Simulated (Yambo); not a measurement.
## Optical response of RbLuO2

```
CELL_PARAMETERS angstrom
      1.69098     0.97629     6.42536
     -1.69098     0.97629     6.42536
      0.00000    -1.95257     6.42536
ATOMIC_POSITIONS crystal
  O  0.77506 0.77506 0.77506
  O  0.22494 0.22494 0.22494
  Rb 0.00000 0.00000 0.00000
  Lu 0.50000 0.50000 0.50000
```

Yambo, RPA with local fields on PBEsol bands; 6×6×6 mesh, 59 bands, 4 Ry local-field block, 0.2 eV broadening; field along z.

```csv
E (eV),Im ε,Re ε,"Im ε, independent particles"
0.0,0.00,3.53,0.00
0.5,0.01,3.54,0.01
1.0,0.02,3.57,0.02
1.5,0.03,3.62,0.04
2.0,0.04,3.71,0.06
2.5,0.07,3.84,0.09
3.0,0.14,4.07,0.18
3.5,0.57,4.34,0.71
4.0,0.84,4.09,1.11
4.5,1.02,4.57,1.38
5.0,1.42,3.59,1.92
5.5,0.98,3.74,1.41
6.0,1.13,4.20,1.63
6.5,1.55,4.48,2.34
7.0,1.99,4.51,3.11
7.5,3.11,4.65,4.96
8.0,3.49,3.77,4.79
8.5,3.59,2.68,4.25
9.0,3.45,2.69,4.14
9.5,3.67,2.02,4.17
10.0,3.46,1.64,3.84
10.5,2.91,1.57,3.68
11.0,3.35,1.39,3.95
11.5,2.77,0.59,3.02
12.0,2.84,0.61,3.04
12.5,2.36,0.25,2.57
13.0,1.76,0.15,1.94
13.5,1.59,0.49,1.67
14.0,1.29,0.58,1.42
14.5,1.42,0.77,1.45
15.0,1.15,0.76,1.40
15.5,1.40,0.96,1.53
16.0,1.40,0.94,1.38
16.5,1.54,0.75,1.38
17.0,1.20,0.59,1.59
17.5,1.11,0.73,1.78
18.0,1.12,0.79,1.96
18.5,0.95,0.82,1.88
19.0,1.10,0.91,2.11
19.5,0.92,0.82,2.08
20.0,1.18,1.17,2.64
```

Peak heights and small wiggles depend on the k mesh. Convergence of the RPA response with its 6×6×6 mesh was not tested. No excitonic effects at this level.

The 4f states are in the valence at their DFT position.

Geometry relaxed with PBEsol.
